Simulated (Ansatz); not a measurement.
TlHg (CsCl type, Pm-3m), a = 3.748 Å, b = 3.748 Å, c = 3.748 Å, α = 90.00°, β = 90.00°, γ = 90.00°.

Relaxed with PBEsol.

Which orbitals make up the states near the Fermi level in DFT-PBEsol in the program Ansatz with PAW potentials?

Within 0.5 eV of the Fermi level: Tl 6p 70 %, Hg 6s 11 %, Tl 6s 7 %, outside the projected shells 10 %. Projections are on Löwdin-orthogonalised atomic valence shells; empty p or d shells of many metals are not among them.

Tabulate the density of states.

States/eV per cell of 2 atoms, in 0.25 eV bins, energy from the Fermi level.

```csv
E (eV),total,Hg 5d,Tl 6p,Tl 6s
-7.85,2.73,1.47,0.22,0.89
-7.60,2.52,1.62,0.17,0.66
-7.35,0.54,0.44,0.04,0.05
-7.10,10.21,9.67,0.31,0.04
-6.85,14.93,14.38,0.31,0.05
-6.60,9.22,8.87,0.12,0.11
-6.35,0.99,0.69,0.11,0.13
-6.10,0.63,0.31,0.12,0.14
-5.85,0.56,0.23,0.12,0.15
-5.60,0.51,0.18,0.12,0.15
-5.35,0.51,0.16,0.12,0.16
-5.10,0.65,0.17,0.17,0.18
-4.85,0.70,0.16,0.19,0.21
-4.60,0.74,0.14,0.20,0.24
-4.35,0.81,0.13,0.20,0.30
-4.10,0.95,0.13,0.20,0.43
-3.85,0.72,0.06,0.18,0.26
-3.60,0.65,0.05,0.19,0.14
-3.35,0.87,0.06,0.22,0.21
-3.10,1.07,0.06,0.22,0.28
-2.85,0.99,0.04,0.17,0.28
-2.60,0.70,0.02,0.10,0.21
-2.35,0.43,0.01,0.07,0.13
-2.10,0.37,0.01,0.10,0.10
-1.85,0.36,0.01,0.16,0.08
-1.60,0.38,0.01,0.22,0.07
-1.35,0.43,0.01,0.28,0.06
-1.10,0.48,0.01,0.33,0.05
-0.85,0.57,0.01,0.40,0.05
-0.60,0.64,0.02,0.45,0.05
-0.35,0.76,0.02,0.54,0.05
-0.10,0.99,0.02,0.70,0.07
0.15,1.07,0.03,0.75,0.07
0.40,0.92,0.02,0.62,0.06
0.65,0.93,0.02,0.61,0.06
0.90,0.80,0.01,0.51,0.05
1.15,0.80,0.01,0.51,0.05
1.40,0.81,0.01,0.52,0.05
1.65,0.88,0.02,0.57,0.04
1.90,0.89,0.02,0.58,0.04
2.15,0.89,0.01,0.58,0.03
2.40,1.02,0.02,0.65,0.03
2.65,0.99,0.01,0.62,0.03
2.90,1.00,0.01,0.61,0.03
3.15,1.00,0.01,0.59,0.02
3.40,1.01,0.01,0.57,0.02
3.65,1.03,0.01,0.56,0.02
3.90,1.00,0.01,0.52,0.02
4.15,0.97,0.01,0.49,0.02
4.40,0.99,0.01,0.47,0.02
4.65,1.05,0.01,0.48,0.01
```

The workflow started from an entry of the Crystallography Open Database (COD). Whether it is the stable phase at ambient conditions was not checked. The cell was relaxed with PBEsol under the symmetry of its start. At this level the phase is mechanically unstable. Spin–orbit coupling is left out wherever it is not named.

Potentials: the later of the program's two PAW sets.
